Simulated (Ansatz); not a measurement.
Input file for Ansatz (an electronic-structure program):

Ansatz 0.2 input:
```yaml
crystal:
  lattice:
    - [0.0, 3.0449835339, 3.0449835339]
    - [3.0449835339, 0.0, 3.0449835339]
    - [3.0449835339, 3.0449835339, 0.0]
  atoms:
    - { symbol: Ag, position: [0.75, 0.75, 0.75] }
    - { symbol: Ag, position: [0.25, 0.25, 0.25] }
    - { symbol: S, position: [0.0, 0.0, 0.0] }
kpoints:
  mp_grid: { grid: [9, 9, 9] }
  band_path:
    path:
      - [[0.0, 0.0, 0.0], [0.5, 0.0, 0.5], [0.625, 0.25, 0.625]]  # Γ-X-U
      - [[0.375, 0.375, 0.75], [0.0, 0.0, 0.0], [0.5, 0.5, 0.5], [0.5, 0.25, 0.75], [0.5, 0.0, 0.5]]  # K-Γ-L-W-X
    npoints: 12
basis: { xc_grid: 2 }
hamiltonian:
  xc: pbesol
  pseudopotentials: { kind: paw }
magnetization: { noncollinear: true, spin_orbit: true }
scf:
  n_extra_bands: 12
  convergence: { dr2_threshold: 0.0000000001 }
  occupations: { method: gaussian, width: 0.05 }
output: { eigenvalues: true }
```

Output (shortened):

```
Pseudopotentials: kind: paw_fr
Pseudopotential: Ag, paw_fr, valence charge 19
Pseudopotential: S, paw_fr, valence charge 6
Functional definition: PBEsol
non-collinear run that drives no moment, with spin-orbit …
Crystal: 3 atoms, lattice volume = 56.466 Å³
Basis set: ecut = 420 eV, 1067 PW (Γ), exchange–correlation on 60×60×60 points (8 copies of the dense FFT grid, shifted against one another)
Bands: 56, of which v1, the nominal top of the filled ones, is band 44 counted from 1 (43 counted from 0)
Symmetry: 48 space group operations + 48 with time reversal
k-points: 35 of 729
Projection manifold: j_resolved (fully-relativistic pseudo-atomic orbitals)
PAW frozen core: Ag, regenerated for the run's functional, and the local potential with it
PAW frozen core: S, regenerated for the run's functional, and the local potential with it
Initial density: superposition of atomic densities (chi_scale 0.1, normalization cell, long waves kept (reshape's long-wave potential 0.00 eV rms))
Initial wavefunctions: pseudopotential atomic-orbital guess
Eigensolver: davidson
Functional: x = pbesol(κ = 0.804, μ = 0.12345679012345678), c = pbesol(β = 0.046)
SCF iter   1: F=—  HF=-15934.031582 eV  |F-HF|=—  |Δ(HF+E_count)|=         —  Δρ=2.43e-2  dr2=3.84e-1  dr2_m=0.00e0 (ungated)  ethr=3.10e-3  |M|=0.00e0 ∫|m|=0.00e0 μB  |m|>n=0.0e0 m-floor=0.0e0 τ_xc=0.0e0  β_m=0.30  ⟨swp⟩=7.7  Hψ=4680  notcnv=0  defer=36
all-band conjugate gradients solve this SCF's bands
preconditioner: auto → Kerker (q_TF=auto, 2.617 Å⁻¹)
spin=Noncollinear: Kerker preconditioning applied to the charge; magnetization (m_x, m_y, m_z) channels mix plain (no charge-response kernel on spin).
SCF iter   2: F=—  HF=-15933.975501 eV  |F-HF|=—  |Δ(HF+E_count)|=   5.61e-2  Δρ=1.69e-2  dr2=1.83e-1  dr2_m=0.00e0 (ungated)  ethr=8.73e-4  |M|=0.00e0 ∫|m|=0.00e0 μB  |m|>n=0.0e0 m-floor=0.0e0 τ_xc=0.0e0  β_m=0.61  ⟨swp⟩=1.8  Hψ=1213  notcnv=0  defer=140
preconditioner: auto → none
SCF iter   3: F=—  HF=-15933.925439 eV  |F-HF|=—  |Δ(HF+E_count)|=   5.01e-2  Δρ=2.84e-3  dr2=5.23e-3  dr2_m=0.00e0 (ungated)  ethr=4.15e-4  |M|=0.00e0 ∫|m|=0.00e0 μB  |m|>n=0.0e0 m-floor=0.0e0 τ_xc=0.0e0  β_m=0.67  ⟨swp⟩=2.0  Hψ=1416  notcnv=0  defer=182
SCF iter   4: F=—  HF=-15933.925529 eV  |F-HF|=—  |Δ(HF+E_count)|=   9.09e-5  Δρ=1.72e-3  dr2=2.58e-3  dr2_m=0.00e0 (ungated)  ethr=1.19e-5  |M|=0.00e0 ∫|m|=0.00e0 μB  |m|>n=0.0e0 m-floor=0.0e0 τ_xc=0.0e0  β_m=0.57  ⟨swp⟩=2.0  Hψ=1644  notcnv=0  defer=184
SCF iter   5: F=—  HF=-15933.924867 eV  |F-HF|=—  |Δ(HF+E_count)|=   6.62e-4  Δρ=3.64e-4  dr2=5.43e-5  dr2_m=0.00e0 (ungated)  ethr=5.87e-6  |M|=0.00e0 ∫|m|=0.00e0 μB  |m|>n=0.0e0 m-floor=0.0e0 τ_xc=0.0e0  β_m=0.78  ⟨swp⟩=2.0  Hψ=1403  notcnv=0  defer=184
SCF iter   6: F=—  HF=-15933.924895 eV  |F-HF|=—  |Δ(HF+E_count)|=   2.75e-5  Δρ=2.71e-4  dr2=4.02e-5  dr2_m=0.00e0 (ungated)  ethr=1.23e-7  |M|=0.00e0 ∫|m|=0.00e0 μB  |m|>n=0.0e0 m-floor=0.0e0 τ_xc=0.0e0  β_m=0.61  ⟨swp⟩=2.0  Hψ=1676  notcnv=0  defer=184
SCF iter   7: F=—  HF=-15933.924882 eV  |F-HF|=—  |Δ(HF+E_count)|=   1.25e-5  Δρ=5.81e-5  dr2=1.94e-6  dr2_m=0.00e0 (ungated)  ethr=9.13e-8  |M|=0.00e0 ∫|m|=0.00e0 μB  |m|>n=0.0e0 m-floor=0.0e0 τ_xc=0.0e0  β_m=0.81  ⟨swp⟩=2.2  Hψ=1309  notcnv=0  defer=184
SCF iter   8: F=—  HF=-15933.924881 eV  |F-HF|=—  |Δ(HF+E_count)|=   8.24e-7  Δρ=8.31e-6  dr2=4.10e-8  dr2_m=0.00e0 (ungated)  ethr=4.41e-9  |M|=0.00e0 ∫|m|=0.00e0 μB  |m|>n=0.0e0 m-floor=0.0e0 τ_xc=0.0e0  β_m=0.90  ⟨swp⟩=2.1  Hψ=1315  notcnv=0  defer=184
SCF iter  10: F=-15933.924881 eV  HF=-15933.924881 eV  |F-HF|=1.82e-12  |Δ(HF+E_count)|=  4.18e-11  Δρ=3.27e-8  dr2=3.19e-13  dr2_m=0.00e0 (ungated)  ethr=1.00e-12  |M|=0.00e0 ∫|m|=0.00e0 μB  |m|>n=0.0e0 m-floor=0.0e0 τ_xc=0.0e0  ⟨swp⟩=7.5  Hψ=2845  notcnv=0
SCF 1 converged in 10 iterations: F = -15933.924881 eV  dr2 = 3.19e-13
NSCF: frozen V_eff on 74 k-points
SCF converged after 10 iterations
Magnetization: |M| = 0.0000 μB,  M = (+0.0000, +0.0000, +0.0000) μB
Absolute magnetization: 0.0000 μB (∫|m|)
  site 0: m = (+0.0000, +0.0000, +0.0000) μB, |m| = 0.0000 μB  (R = 1.09 Å)
  site 1: m = (+0.0000, +0.0000, +0.0000) μB, |m| = 0.0000 μB  (R = 1.09 Å)
  site 2: m = (+0.0000, +0.0000, +0.0000) μB, |m| = 0.0000 μB  (R = 1.09 Å)
Free energy (F): -15933.924881 eV
Harris-Foulkes:  -15933.924881 eV  (|F-HF|=1.82e-12)
Internal energy: -15933.924673 eV  (E = F + TS)
E sigma→0 (E₀):  -15933.924777 eV
Entropy (-TS):   -0.000208 eV (-0.069 meV/atom)
Fermi energy:    12.432601 eV
--- Per-component energies (eV) ---
  E_band       = -606.355902
  E_kinetic    = 1162.507600
  E_local      = -5619.851125  (includes V_loc(G=0)·N_el)
  E_nonlocal   = 194.477527
  E_hartree    = 2520.649019
  E_xc         = -461.882031
  E_vxc        = -554.013083  (∫ρ·V_xc dr)
  E_paw        = -8259.357962  (= ΣΔE_a)
  E_vpaw       = -830.775382  (= ΣTr[D̂ρ^β])
  E_aug_tail   = 0.000572  (compensation charges beyond the density's cutoff)
  E_ewald      = -5471.180084
  E_core_change = 0.711812  (= ΣΔE_core)
  E_smearing   = -0.000208  (= −TS)
  E_closure    = 0.000000  (closes the sum)
  Σ components = -15933.924881   (vs F -15933.924881, Δ=0.00e0)
  [band-id]    e_kinetic+e_local+e_nonlocal+2·e_hartree+e_vxc+e_vpaw+e_augmentation_tail = -606.355854   (vs E_band -606.355902, Δ=4.82e-5)
--- Band table (eV; the first three rows and the last of 35) ---
  k-point 0: bands = ["-78.9112", "-78.9112", "-78.9032", "-78.9032", "-46.0115", "-46.0115", "-45.9814", "-45.9814", "-40.9032", "-40.9032", "-40.9032", "-40.9032", "-40.8592", "-40.8592", "-40.8592", "-40.8592", "-1.3437", "-1.3437", "6.1939", "6.1939", "6.1939", "6.1939", "6.3514", "6.3514", "7.2561", "7.2561", "7.2561", "7.2561", "9.0299", "9.0299", "9.0299", "9.0299", "9.3515", "9.3515", "9.7439", "9.7439", "9.7439", "9.7439", "11.0329", "11.0329", "12.4081", "12.4081", "12.4081", "12.4081", "12.4575", "12.4575", "16.2697", "16.2697", "16.7671", "16.7671", "16.7671", "16.7671", "21.2648", "21.2648", "22.7987", "22.7987"]
  k-point 1: bands = ["-78.9110", "-78.9110", "-78.9035", "-78.9035", "-46.0106", "-46.0106", "-45.9823", "-45.9823", "-40.9019", "-40.9019", "-40.9019", "-40.9019", "-40.8606", "-40.8606", "-40.8605", "-40.8605", "-1.2939", "-1.2939", "6.1936", "6.1936", "6.2395", "6.2395", "6.3802", "6.3802", "7.3108", "7.3108", "7.3157", "7.3157", "8.9626", "8.9626", "8.9891", "8.9891", "9.2717", "9.2717", "9.6302", "9.6302", "9.6474", "9.6474", "10.9298", "10.9298", "12.3031", "12.3031", "12.3594", "12.3594", "12.4907", "12.4907", "16.2061", "16.2061", "16.7702", "16.7702", "17.0310", "17.0310", "21.7531", "21.7531", "21.8292", "21.8292"]
  k-point 2: bands = ["-78.9103", "-78.9103", "-78.9042", "-78.9042", "-46.0081", "-46.0081", "-45.9850", "-45.9850", "-40.8983", "-40.8983", "-40.8981", "-40.8981", "-40.8646", "-40.8646", "-40.8644", "-40.8644", "-1.1647", "-1.1647", "6.2022", "6.2022", "6.3644", "6.3644", "6.4991", "6.4991", "7.4693", "7.4693", "7.4895", "7.4895", "8.7870", "8.7870", "8.8697", "8.8697", "9.0275", "9.0275", "9.3600", "9.3600", "9.3865", "9.3865", "10.4586", "10.4586", "12.0941", "12.0941", "12.2049", "12.2049", "12.7001", "12.7001", "16.0657", "16.0657", "17.2826", "17.2826", "17.5850", "17.5850", "21.2309", "21.2309", "21.3030", "21.3030"]
  k-point 34: bands = ["-78.9075", "-78.9075", "-78.9069", "-78.9069", "-45.9980", "-45.9980", "-45.9956", "-45.9956", "-40.8997", "-40.8997", "-40.8963", "-40.8963", "-40.8672", "-40.8672", "-40.8637", "-40.8637", "-0.7696", "-0.7696", "6.3554", "6.3554", "6.6600", "6.6600", "7.1962", "7.1962", "7.7505", "7.7505", "7.8988", "7.8988", "8.3509", "8.3509", "8.6010", "8.6010", "8.7439", "8.7439", "8.8482", "8.8482", "9.0076", "9.0076", "9.1761", "9.1761", "10.2875", "10.2875", "10.4885", "10.4885", "16.2487", "16.2487", "16.6772", "16.6772", "16.8286", "16.8286", "18.0309", "18.0309", "21.2981", "21.2981", "21.7030", "21.7030"]
  band table: 56 of 56 bands, residual norms ≤ 1.0e-3 eV
```

Cost: roughly 40 core-seconds on shared cores.

Space group Fm-3m (anti-fluorite). The first step of the workflow began from a Materials Project structure, measured or hypothetical; the Crystallography Open Database copy checked does not list it. COD files the formula under space group No. 4, 14. Whether it is the stable phase at ambient conditions was not checked. The PBEsol relaxation kept the symmetry of its start; its stability against distortions is not shown here. The run is not spin-polarised.

Potentials: the later of the program's two PAW sets.

Ansatz is a plane-wave DFT program.
